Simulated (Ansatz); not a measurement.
## Straining WSe$_{2}$

These are results of Ansatz, DFT r2SCAN, scalar-relativistic, plane waves, PAW, not measurements. Settings: 500 eV cutoff, 12×12×2 k-mesh, Gaussian smearing of 0.02 eV, no spin polarisation.

Starting point, cell and atoms relaxed:

```yaml
crystal:
  lattice:
    - [3.31436, 0.00000, 0.00000]
    - [-1.65718, 2.87032, 0.00000]
    - [0.00000, 0.00000, 16.65868]
  atoms:
    - { symbol: W, position: [0.00000, 0.00000, 0.00000] }
    - { symbol: Se, position: [0.33333, 0.66667, 0.09970] }
    - { symbol: Se, position: [0.33333, 0.66667, 0.90030] }
```

Deformation: biaxial strain in the a-b plane, with the length and tilt of c and the atoms relaxed, all within the symmetry that the strain leaves. Energies are extrapolated to zero smearing. Stress is positive in compression, on the Cartesian axes of the cell above. Gaps are generalised Kohn–Sham gaps over the whole zone.

Spin-orbit coupling is left out, which matters for the bands and energies of heavy elements.

```
strain (%)  ΔE (meV/atom) a (Å) b (Å) c (Å)  σxx (GPa)  σyy (GPa)  σzz (GPa) gap (eV)
      -6.0          125.9  3.115  3.115  17.259       6.99       6.99       0.00      1.56
      -4.0           53.5  3.182  3.182  17.059       4.31       4.31       0.00      1.68
      -2.0           12.8  3.248  3.248  16.859       2.00       2.00       0.00      1.79
      +0.0            0.0  3.314  3.314  16.659       0.00       0.00       0.00      1.64
      +2.0           11.9  3.381  3.381  16.459      -1.75      -1.75       0.00      1.41
      +4.0           45.7  3.447  3.447  16.259      -3.29      -3.29       0.00      1.03
      +6.0           99.3  3.513  3.513  16.059      -4.65      -4.65       0.01      0.69
```

This form isn't the usual stable structure of the compound.